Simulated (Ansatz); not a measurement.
Relaxed-ion elastic tensor of TiAl (CsCl type, Pm-3m) in GPa (Voigt order), r²SCAN in the plane-wave PAW code Ansatz; density 3.90 g/cm³, 15.95 Å³ per atom.

```
96.3   132   132   0.0   0.0   0.0
 132  96.3   132   0.0   0.0   0.0
 132   132  96.3   0.0   0.0   0.0
 0.0   0.0   0.0  77.7   0.0   0.0
 0.0   0.0   0.0   0.0  77.7   0.0
 0.0   0.0   0.0   0.0   0.0  77.7
```

Task: Is the crystal mechanically stable?

Result: No: the smallest eigenvalue of C is -36.0 GPa.

The first step of the workflow began from a Materials Project structure, measured or hypothetical; the Crystallography Open Database copy checked does not list it. With Ti and Al taken as one species the cell has the higher symmetry Im-3m, so it may be an ordered model of a mixed-site phase. It is not the phase usual at ambient conditions (space group No. 123). Symmetry was held in the r²SCAN relaxation. At this level the phase is mechanically unstable. No spin polarisation was allowed. As this level gives no gap, shear constants depend on the k-mesh and smearing (Fermi–Dirac, 0.1 eV here).

Potentials: the earlier of the program's two PAW sets.
